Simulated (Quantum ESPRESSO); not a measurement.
Band energies of LiBr at -1 % biaxial strain

```
CELL_PARAMETERS angstrom
      4.09335     0.00000     0.00000
     -2.04667     3.54494     0.00000
      0.00000     0.00000     6.68461
ATOMIC_POSITIONS crystal
  Li 0.66667 0.33333 0.87564
  Li 0.33333 0.66667 0.37564
  Br 0.66667 0.33333 0.49936
  Br 0.33333 0.66667 0.99936
```

PBEsol (Quantum ESPRESSO, PseudoDojo norm-conserving, 74 Ry, no spin-orbit coupling); path ΓMKΓALHA,LM,KH; energies in eV from the valence-band maximum.

```csv
k (1/Å),point,band 6,band 7,band 8,band 9,band 10,band 11,band 12,band 13
0.00,Γ,-0.35,-0.35,0.00,0.00,0.00,4.90,6.90,8.69
0.33,,-0.94,-0.62,-0.56,-0.12,-0.10,5.71,7.55,8.52
0.66,,-1.50,-1.40,-0.87,-0.46,-0.29,6.58,7.16,7.76
0.89,M,-1.58,-1.28,-0.94,-0.66,-0.34,6.71,6.81,7.78
1.01,,-1.56,-1.27,-1.00,-0.67,-0.42,6.75,7.02,7.77
1.40,K,-1.36,-1.36,-1.08,-0.92,-0.92,6.51,8.69,9.01
1.50,,-1.45,-1.27,-1.08,-0.96,-0.79,6.56,8.46,8.74
1.81,,-1.58,-1.33,-0.82,-0.52,-0.39,6.97,7.33,8.44
2.11,,-0.80,-0.72,-0.40,-0.12,-0.10,5.63,7.59,8.52
2.42,Γ,-0.35,-0.35,0.00,0.00,0.00,4.90,6.90,8.69
2.89,A,-1.29,-0.18,-0.18,-0.18,-0.18,6.25,6.25,8.93
3.19,,-1.35,-0.51,-0.51,-0.31,-0.31,6.58,6.58,8.48
3.48,,-1.76,-0.70,-0.70,-0.55,-0.55,6.44,6.44,8.65
3.78,L,-2.04,-0.66,-0.66,-0.66,-0.66,6.23,6.23,8.56
4.19,,-1.77,-1.41,-1.41,-0.48,-0.48,7.25,7.25,8.10
4.29,H,-1.68,-1.54,-1.54,-0.47,-0.47,7.46,7.46,7.87
4.48,,-1.80,-1.28,-1.28,-0.49,-0.49,7.11,7.11,8.29
4.75,,-1.64,-0.82,-0.82,-0.52,-0.52,6.81,6.81,8.53
5.03,,-1.34,-0.48,-0.48,-0.31,-0.31,6.58,6.58,8.45
5.31,A,-1.29,-0.18,-0.18,-0.18,-0.18,6.25,6.25,8.93
5.31,L,-2.04,-0.66,-0.66,-0.66,-0.66,6.23,6.23,8.56
5.66,,-1.65,-1.21,-0.92,-0.62,-0.36,6.50,6.79,8.11
5.78,M,-1.58,-1.28,-0.94,-0.66,-0.34,6.71,6.81,7.78
5.78,K,-1.36,-1.36,-1.08,-0.92,-0.92,6.51,8.69,9.01
5.88,,-1.41,-1.41,-1.10,-0.85,-0.85,6.57,8.67,8.70
6.25,H,-1.68,-1.54,-1.54,-0.47,-0.47,7.46,7.46,7.87
```

The PBEsol gap is direct, 4.90 eV at Γ.

Spin-orbit splittings are left out.

Geometry strained from the cell relaxed with PBEsol, atoms relaxed again.

This is not the ordinary phase of the substance; no match was found in the copy of COD used, and its stability was not checked.
